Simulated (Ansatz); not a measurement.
BAs (CsCl type, Pm-3m) under volume change, the program Ansatz at the PBE level (PAW), scaled uniformly.

```json
[
 {"V (Å³/atom)": "11.559", "E − E(relaxed) (meV/atom)": "38.8", "P (GPa)": "11.73"},
 {"V (Å³/atom)": "11.940", "E − E(relaxed) (meV/atom)": "16.4", "P (GPa)": "7.22"},
 {"V (Å³/atom)": "12.321", "E − E(relaxed) (meV/atom)": "…", "P (GPa)": "…"},
 {"V (Å³/atom)": "12.702", "E − E(relaxed) (meV/atom)": "0.0", "P (GPa)": "0.00"},
 {"V (Å³/atom)": "13.083", "E − E(relaxed) (meV/atom)": "3.5", "P (GPa)": "-2.87"},
 {"V (Å³/atom)": "13.464", "E − E(relaxed) (meV/atom)": "…", "P (GPa)": "…"},
 {"V (Å³/atom)": "13.845", "E − E(relaxed) (meV/atom)": "28.6", "P (GPa)": "-7.38"}
]
```

What belongs in the gaps?


- 13.464, E − E(relaxed) (meV/atom): 13.3
- 13.464, P (GPa): -5.34
- 12.321, E − E(relaxed) (meV/atom): 3.9
- 12.321, P (GPa): 3.37

What does a third-order Birch–Murnaghan fit give for V₀, B₀ and B′?

V₀ = 12.70 Å³/atom, B₀ = 103 GPa, B′ = 4.1.

A made-up cell: these elements were put on the sites of a structure type; neither database checked (COD, Materials Project) lists it. It is not the phase usual at ambient conditions (space group No. 216). The PBE relaxation kept the symmetry of its start; whether a distortion lowers the energy is not shown. Scalar-relativistic: spin–orbit coupling is off unless named, which matters more the heavier the elements.

Potentials: the later of the program's two PAW sets.
